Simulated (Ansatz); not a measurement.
SnO2:
```
SnO2
1.0
    4.76949     0.00000     0.00000
    0.00000     4.76949     0.00000
    0.00000     0.00000     3.21172
Sn O
2 4
Cartesian
  0.00000   0.00000   0.00000
  2.38474   2.38474   1.60586
  1.46077   1.46077   0.00000
  3.84552   0.92397   1.60586
  0.92397   3.84552   1.60586
  3.30871   3.30871   0.00000
```

Tensor components refer to the Cartesian frame of this cell.

Question: Give the high-frequency dielectric tensor and the Born effective charge tensors of the independent atoms from DFPT, PBEsol (plane waves, PAW; program Ansatz).

Answer: 
ε∞:
```
4.59  0.00  0.00
0.00  4.59  0.00
0.00  0.00  4.90
```
Z* of atom 1 (Sn), rows: field, columns: displacement, in e:
```
4.14  0.50  0.00
0.50  4.14  0.00
0.00  0.00  4.55
```
Z* of atom 3 (O), rows: field, columns: displacement, in e:
```
-2.07  -0.76   0.00
-0.76  -2.07   0.00
 0.00   0.00  -2.27
```

Space group P4_2/mnm (rutile). The cell was relaxed with PBEsol under the symmetry of its start. Spin–orbit coupling is left out wherever it is not named.

Potentials: the later of the program's two PAW sets.
